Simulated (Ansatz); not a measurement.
Level of theory: DFT PBE, scalar-relativistic, plane waves, PAW (Ansatz). Settings: cutoff 420 eV, Γ-centred meshes spaced at most about 0.3 Å⁻¹, and about 0.25 Å⁻¹ or finer for metals (2π included), Gaussian smearing. No spin polarisation in the final relaxations.

Temperature and zero-point effects are left out.

Two forms of Ti₂TlSn were relaxed alike.

A. Space group P-3m1 (No. 164), trigonal, a = 4.147 Å, c = 6.142 Å. Ti has 3 Sn at 2.82 Å and 3 Tl at 2.87 Å; Tl has 6 Ti at 2.87 Å and 2 Sn at 3.07 Å; Sn has 6 Ti at 2.82 Å and 2 Tl at 3.07 Å.

B. Space group P2/m (No. 10), monoclinic, a = 3.089 Å, b = 4.183 Å, c = 6.183 Å, β = 93.3°. Ti is surrounded by 4 Sn at 2.93–3.08 Å, 4 Tl at 3.03–3.06 Å and 4 Ti at 3.03–3.16 Å; Tl has 8 Ti at 3.03–3.06 Å, 2 Tl at 3.09 Å and 2 Sn at 3.09 Å; around Sn lie 8 Ti at 2.93–3.08 Å, 2 Sn at 3.09 Å and 2 Tl at 3.09 Å.

Problem. Which would you expect to be lower, and how large is the difference?

Solution. B is lower, by 269 meV/atom. A has space group P-3m1 (No. 164), 22.9 Å³/atom and no gap on its mesh; B has space group P2/m (No. 10), 19.9 Å³/atom and no gap. Counting all near atoms (those within 1.25 times the shortest distance at each site), A has Ti 6, Tl 8, Sn 8 and B has Ti 12, Tl 12, Sn 12. The denser one is the lower, and pressure would at first widen the difference. Both come from invented guesses.

These runs have no spin–orbit coupling, which can matter for Tl. Cells relaxed within their symmetry can be saddle points. The P2/m cell of Ti2TlSn came from shaking the P-3m1 one.
